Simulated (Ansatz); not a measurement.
BP:
```
BP
1.0
    3.26457     0.00000     0.00000
   -1.63228     2.82720     0.00000
    0.00000     0.00000     6.97688
B P
3 3
Direct
  0.50000   0.00000   0.50000
  0.00000   0.50000   0.16667
  0.50000   0.50000   0.83333
  0.50000   0.00000   0.00000
  0.00000   0.50000   0.66667
  0.50000   0.50000   0.33333
```

Relaxed with r²SCAN+D4. Special points in fractions of this cell's reciprocal vectors: Γ (0.000, 0.000, 0.000); M (0.500, 0.000, 0.000); K (0.333, 0.333, 0.000); A (0.000, 0.000, 0.500); L (0.500, 0.000, 0.500); H (0.333, 0.333, 0.500).

Task: List the band energies nearest the valence-band maximum at these points for plane-wave PAW r²SCAN+D4 (Ansatz code).

Result: In eV from the valence-band maximum; about four levels below and three above (degenerate sets whole), none deeper than 8.9 eV; points with the same levels are listed once.

```csv
k,below,above
Γ,-1.32 -1.32 -1.03 0.00,2.69 2.69 3.34 3.34
M,-4.35 -3.52 -3.01 -2.69,0.19 0.81 1.25
K,-6.23 -6.23 -3.73 -2.74 -2.74,1.63 2.91 2.91
A,-1.42 -1.25 -1.25 -0.75,2.29 2.67 2.95
L,-4.22 -4.12 -3.49 -3.26,2.15 2.38 2.72
H,-6.29 -6.29 -3.44 -3.04,3.28 4.54 4.78 4.78
```

Space group P6_222. The start of the workflow was typed in or built on a structure type; neither database checked (COD, Materials Project) lists it. It is not the phase usual at ambient conditions (space group No. 216). Symmetry was held in the r²SCAN+D4 relaxation; its stability against distortions is not shown here.

Potentials: the later of the program's two PAW sets.
